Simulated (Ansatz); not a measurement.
The cell of LiSe3 is invented: random cell by space group and Wyckoff sites (P-6m2, No. 187). Its size is a rough estimate.

```cif
data_structure
_symmetry_space_group_name_H-M 'P-6m2'
_symmetry_Int_Tables_number 187
_cell_length_a 5.8379
_cell_length_b 5.8379
_cell_length_c 5.9660
_cell_angle_alpha 90.000
_cell_angle_beta 90.000
_cell_angle_gamma 120.000
_cell_volume 176.09
loop_
_atom_site_label
_atom_site_type_symbol
_atom_site_symmetry_multiplicity
_atom_site_Wyckoff_symbol
_atom_site_fract_x
_atom_site_fract_y
_atom_site_fract_z
_atom_site_occupancy
Li1 Li 1 b 0.00000 0.00000 0.50000 1
Se1 Se 2 i 0.66667 0.33333 0.71295 1
Se2 Se 1 e 0.66667 0.33333 0.00000 1
```

All numbers below come from Ansatz, DFT PBE, scalar-relativistic, plane waves, PAW. Cutoff 420 eV, Gaussian smearing, Γ-centred meshes. Cell and atoms relax first on a coarse mesh and then on a finer one. In between, the cell is made exact in the group found at 0.06 Å. In metals the finer mesh still leaves noise of several meV/atom or more. The steps can't lower the symmetry of their start. No spin polarisation.

A guess keeps its type if space group and coordination stay and the shape of the cell changes little (axis ratios within about 15 %, angles within 6°); the volume may change.

Question: Will the relaxed cell still be of the starting type?

Answer: It doesn't keep its type. The symmetry stays P-6m2 (No. 187). The volume per atom shrinks by 42.3 %, from 44.0 to 25.4 Å³. The shortest distance goes from 1.71 Å (Se–Se) to 2.43 Å (Se–Se). The ratio c/a of the conventional cell changes by a factor of 1.84. Counting neighbours within 15 % of an atom's shortest distance, the start has Li 6, Se 1/2 and the end Li 6, Se 2/5. In detail, at the end Li is surrounded by 6 Se at 2.63 Å; around Se on a site of symmetry 3m lie 1 Se at 2.43 Å, 1 Se at 2.60 Å and 3 Li at 2.63 Å; around Se on a site of symmetry -6m2 lie 2 Se at 2.43 Å.

```cif
data_structure
_symmetry_space_group_name_H-M 'P-6m2'
_symmetry_Int_Tables_number 187
_cell_length_a 3.9644
_cell_length_b 3.9644
_cell_length_c 7.4677
_cell_angle_alpha 90.000
_cell_angle_beta 90.000
_cell_angle_gamma 120.000
_cell_volume 101.64
loop_
_atom_site_label
_atom_site_type_symbol
_atom_site_symmetry_multiplicity
_atom_site_Wyckoff_symbol
_atom_site_fract_x
_atom_site_fract_y
_atom_site_fract_z
_atom_site_occupancy
Li1 Li 1 b 0.00000 0.00000 0.50000 1
Se1 Se 2 i 0.66667 0.33333 0.67422 1
Se2 Se 1 e 0.66667 0.33333 0.00000 1
```

The last run used a 12×12×6 mesh (in the run's order of axes) for its 4-atom cell and Gaussian smearing of 0.10 eV. An odd number of electrons in the primitive cell allows no gap without spin; a larger cell or a magnetic state could open one. Symmetry constrained the relaxation, so the result can be a saddle point.

In counts of neighbours, a slash parts the counts of unlike sites.
